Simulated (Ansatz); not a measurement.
LaAlH6:
```cif
data_H6AlLa
_chemical_formula_sum 'La1 Al1 H6'
_space_group_name_H-M_alt 'P 1'
_space_group_IT_number 1
_cell_length_a 4.31101
_cell_length_b 4.31101
_cell_length_c 4.31101
_cell_angle_alpha 98.299
_cell_angle_beta 98.299
_cell_angle_gamma 98.299
loop_
_space_group_symop_operation_xyz
  'x, y, z'
loop_
_atom_site_label
_atom_site_type_symbol
_atom_site_fract_x
_atom_site_fract_y
_atom_site_fract_z
_atom_site_occupancy
La1 La 0.50000 0.50000 0.50000 1
Al1 Al 0.00000 0.00000 0.00000 1
H1 H 0.93915 0.29163 0.29163 1
H2 H 0.06085 0.70837 0.70837 1
H3 H 0.29163 0.93915 0.29163 1
H4 H 0.70837 0.06085 0.70837 1
H5 H 0.29163 0.29163 0.93915 1
H6 H 0.70837 0.70837 0.06085 1
```

Relaxed with r²SCAN.

### Question
Tabulate the valence density and the electron localisation function along the shortest La–H contact (2.44 Å), r²SCAN (plane waves, PAW; program Ansatz).

### Answer


```tsv
distance from La (Å)	density (e/Å³)	ELF
0.24	1.40	0.05
0.37	1.51	0.25
0.49	1.64	0.57
0.61	1.68	0.77
0.73	1.53	0.84
0.85	1.22	0.86
0.98	0.86	0.82
1.10	0.56	0.68
1.22	0.35	0.41
1.34	0.24	0.20
1.46	0.20	0.16
1.59	0.21	0.29
1.71	0.25	0.66
1.83	0.34	0.93
1.95	0.50	0.99
2.07	0.75	1.00
2.19	1.17	1.00
```

The density is the valence pseudo-density with augmentation charge, so density and ELF within about 1 Å of a nucleus are not all-electron values.

Space group R-3m. The first step of the workflow began from a Materials Project structure, measured or hypothetical; the Crystallography Open Database copy checked does not list it. Its standing as an ambient phase is unchecked. The r²SCAN relaxation kept the symmetry of its start; whether a distortion lowers the energy is not shown. Spin–orbit coupling is left out wherever it is not named.

Potentials: the later of the program's two PAW sets.
